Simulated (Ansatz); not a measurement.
The relaxed structure here is a generated cell of MoRu: the first start was made by placing the elements on the sites of a structure type, and the end was not matched to a known phase here, so it may be hypothetical.

A relaxed cell of MoRu (P6₃/mmc (No. 194)), relaxed on a k-mesh at least as fine as the one used below. Method: PBEsol (plane waves to 420 eV, PAW, scalar-relativistic; Ansatz, an electronic-structure program). Γ-centred k-mesh 9×9×7 on the run's cell (coarser than for final values), Fermi–Dirac smearing 0.05 eV.

```yaml
crystal:
  lattice:
    - [4.28162, 0.00000, 0.00000]
    - [-2.14081, 3.70799, 0.00000]
    - [0.00000, 0.00000, 4.84223]
  atoms:
    - { symbol: Ru, position: [0.33333, 0.66667, 0.25000] }
    - { symbol: Ru, position: [0.66667, 0.33333, 0.75000] }
    - { symbol: Mo, position: [0.33333, 0.66667, 0.75000] }
    - { symbol: Mo, position: [0.66667, 0.33333, 0.25000] }
```

The atoms are displaced along an unstable phonon of this cell by (Å):

```tsv
atom	ux	uy	uz
Ru1	0.000	0.000	0.102
Ru2	0.000	0.000	-0.102
Mo3	0.000	0.000	0.150
Mo4	0.000	0.000	-0.150
```

Question: What forces (eV/Å) and pressure result?

Answer: 
| atom | Fx | Fy | Fz |
|---|---|---|---|
| Ru1 | 0.00 | 0.00 | 1.08 |
| Ru2 | 0.00 | 0.00 | -1.08 |
| Mo3 | 0.00 | 0.00 | 1.33 |
| Mo4 | 0.00 | 0.00 | -1.33 |

Pressure -1.2 GPa.

Question: Estimate the energy cost of the displacement in the harmonic approximation and compare with the calculation.

Answer: For a harmonic well ΔE = −½ Σ F·u = -0.309 eV a cell, or -77 meV/atom. The calculated energy relative to the undisplaced cell is -0.09 eV/atom, so the harmonic estimate holds well.

The undisplaced cell is probably no minimum: from this displacement the run went on to P-3m1 (No. 164), 0.45 eV/atom below it.

No spin polarisation in the result.
